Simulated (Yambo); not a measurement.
Yambo run on a free-standing PtS₂ monolayer (symmetry P-3m1, slab cell 15.5 Å high). The wavefunctions are PBEsol (Quantum ESPRESSO, PseudoDojo norm-conserving, 84 Ry, scalar-relativistic) ones on a 6×6×1 mesh (15 occupied bands); a = b = 3.5345 Å, c = 15.5000 Å, α = β = 90.00°, γ = 120.00°.

Yambo input:

```
rim_cut
gw0
dyson
el_el_corr
HF_and_locXC
ppa
em1d
rim_w
RandQpts= 1000000
RandGvec= 2 Ry
CUTGeo= "slab z"
EXXRLvcs= 84 Ry
VXCRLvcs= 336 Ry
Chimod= "HARTREE"
% BndsRnXp
 5 | 155 |
%
NGsBlkXp= 2 Ry
% LongDrXp
 1.0 | 1.0 | 0.0 |
%
RandGvecW= 720 mRy
PPAPntXp= 27.2114 eV
% GbndRnge
 1 | 155 |
%
GTermKind= "BG"
DysSolver= "n"
ExtendOut
% QPkrange
 2 | 2 | 15 | 16 |
 5 | 5 | 15 | 15 |
%
```

k points by index: 2 = (0, 0.167), 5 = (0.167, 0.167).

Resulting energies as the program prints them:

```
#    K-point    Band    Eo [eV]    E [eV]    E-Eo [eV]    Vxc [eV]    Vnlxc [eV]    Sc|Eo [eV]    Sc|E [eV]    dSc/dw|Eo [eV]    Re(Z)    Im(Z)
#
    2    15    -0.027051    -0.298449    -0.271399    -16.58103    -19.64215    2.700945    2.789722    -8.890697    0.753720    -0.003264
    2    16    2.062932    2.920652    0.857721    -15.95868    -12.60341    -2.226803    -2.497548    -8.586294    0.760129    -0.003321
    5    15    0.000000    -0.304013    -0.304013    -14.93086    -17.59711    2.262468    2.362234    -8.920919    0.753089    -0.003316
```
(The two width columns are left out.) Convergence of these settings isn't established.

Spin-orbit coupling is not included.

Geometry relaxed with PBEsol.
